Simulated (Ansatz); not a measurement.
## What DFT gives for LuBPd3

```yaml
crystal:
  lattice:
    - [4.14496, 0.06561, -4.08431]
    - [-0.02016, 4.01703, -0.08577]
    - [4.22258, -0.10594, 4.16193]
  atoms:
    - { symbol: Pd, position: [0.24850, 0.50538, 0.72752] }
    - { symbol: Pd, position: [0.74832, 0.49095, 0.24377] }
    - { symbol: Pd, position: [0.99792, 0.03217, 0.49158] }
    - { symbol: Pd, position: [0.50242, 0.00775, 0.02703] }
    - { symbol: Pd, position: [0.24321, 0.49767, 0.23434] }
    - { symbol: Pd, position: [0.75254, 0.48689, 0.77447] }
    - { symbol: Lu, position: [0.01885, 0.98576, 0.00028] }
    - { symbol: Lu, position: [0.48367, 0.96945, 0.46745] }
    - { symbol: B, position: [0.99719, 0.48344, 0.50180] }
    - { symbol: B, position: [0.47296, 0.49484, 0.00429] }
```

Level: r2SCAN, collinear spin; 500 eV; 3×5×3 (shifted by 0.5, 0.5, 0.5 steps) mesh; fermi-dirac occupations (width 0.0179 eV); Ansatz 0.2.0, fixed geometry.

The state carries no moments; the state need not be the lowest.

(1) How is the charge shared?

(2) Is the cell too large or too small?

(3) What happens at the Fermi level?

(4) Where is the largest force?

Origin: a strained cell with displaced atoms, so it need not be a known compound. Caveats: the k mesh is coarse if the cell is a metal; atoms or cell far from equilibrium.

Results:

(1) Bader charges in e: Lu +1.76, B +0.15 to +0.26, Pd -0.81 to -0.56. In the mean Lu gives up most and Pd takes most.

(2) The pressure is 26.2 GPa (compression positive), so with the atoms held at these fractions the cell would first expand; the forces are large, so a full relaxation may end otherwise. The principal stresses 21.8, 25.2, 31.6 GPa differ, so its shape would change too.

(3) It is a metal, with about 4.4 states/eV a cell as the mean within 0.25 eV of the Fermi level, mostly Pd d (35 %), B p (34 %) and Lu d (14 %).

(4) The largest is on Pd3: 4.76 eV/Å, components (-0.46, -4.73, 0.34). It makes 174° with the line to a nearest neighbour, B9 at 1.81 Å, pointing away from it.
